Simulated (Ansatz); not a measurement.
ZnGeAs₂:
```cif
data_As8Ge4Zn4
_chemical_formula_sum 'As8 Ge4 Zn4'
_space_group_name_H-M_alt 'I-42d'
_space_group_IT_number 122
_space_group_name_Hall 'I -4 2bw'
_cell_length_a 5.67302
_cell_length_b 5.67302
_cell_length_c 11.20044
_cell_angle_alpha 90.000
_cell_angle_beta 90.000
_cell_angle_gamma 90.000
loop_
_atom_site_label
_atom_site_type_symbol
_atom_site_symmetry_multiplicity
_atom_site_Wyckoff_symbol
_atom_site_fract_x
_atom_site_fract_y
_atom_site_fract_z
_atom_site_occupancy
As1 As 8 d 0.25103 0.25000 0.12500 1
Ge1 Ge 4 b 0.00000 0.00000 0.50000 1
Zn1 Zn 4 a 0.00000 0.00000 0.00000 1
```
(The calculation used a cell of 8 atoms; values per cell refer to that cell.)

Relaxed with r²SCAN. The program Ansatz at the r²SCAN level (PAW) gives a gap of 0.60 eV.

**Question.** What gap does HSE06 give on the same cell (Ansatz, PAW)?

**Answer.** 1.04 eV, 0.43 eV more. The hybrid was solved on a coarser mesh and at special points; its gap is the smallest among all of these.

Cost on shared cores: the r²SCAN run (SCF on a 7×7×7 mesh, then bands and DOS) around 9 core-minutes (rough), the HSE06 run (SCF on 4×4×4, then a few points) very roughly 7 core-minutes; the tasks are unlike.

The workflow started from an entry of the Crystallography Open Database (COD). Its standing as an ambient phase is unchecked. The r²SCAN relaxation kept the symmetry of its start; whether a distortion lowers the energy is not shown. Spin–orbit coupling is left out wherever it is not named.

Potentials: the later of the program's two PAW sets.
